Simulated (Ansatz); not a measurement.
RbCl:
```
RbCl
1.0
    3.88706     0.00000     0.00000
    0.00000     3.88706     0.00000
    0.00000     0.00000     3.88706
Rb Cl
1 1
Direct
  0.00000   0.00000   0.00000
  0.50000   0.50000   0.50000
```

Relaxed with PBEsol.

**Question.** Map the valence electron density (e/Å³), cut off at 1 on the plane through (0.000, 0.000, 0.000) spanned by u = [1, 0, 0] and v = [0, 1, 1] in lattice vectors, from PBEsol in the plane-wave PAW code Ansatz.

**Answer.** x is the fraction of u, y of v (the angle between them is 90°; rows are the nearest grid lines); atoms in the plane: Rb at (0.00, 0.00), Cl at (0.50, 0.50).
```
|%@@@@+:      :+@@@@%|
|@@@@@=.      .=@@@@@|
|@@@@%-.      .-%@@@@|
|@@%+:.        .:+%@@|
|++-:.          .:-++|
|:...            ...:|
|       ......       |
|      .::--::.      |
|     .:=*##*=:.     |
|   .:=%@@@@@@%=:.   |
|   .:+@@@@@@@@+:.   |
|   .-*@@@..@@@*-.   |
|   .-*@@@..@@@*-.   |
|   .:+@@@@@@@@+:.   |
|   .:=%@@@@@@%=:.   |
|     .:=*##*=:.     |
|      .::--::.      |
|       ......       |
|:...            ...:|
|++-:.          .:-++|
|@@%+:.        .:+%@@|
|@@@@%-.      .-%@@@@|
|@@@@@=.      .=@@@@@|
|%@@@@+:      :+@@@@%|
```
Scale: ten equal steps from 0.020 (start of ' ') to 1.00 (end of '@'), in the order ' .:-=+*#%@'; x runs from 0.000 to 1.00, y from 0.000 (bottom) to 1.00 (top).

The density is the valence pseudo-density with augmentation charge, so density and ELF within about 1 Å of a nucleus are not all-electron values.

Space group Pm-3m (CsCl type). The first step of the workflow began from a Materials Project structure, measured or hypothetical; the Crystallography Open Database files this formula in space group No. 221, but the cells were not matched. It is not the phase usual at ambient conditions (space group No. 225). The PBEsol relaxation kept the symmetry of its start; its stability against distortions is not shown here.

Potentials: the later of the program's two PAW sets.
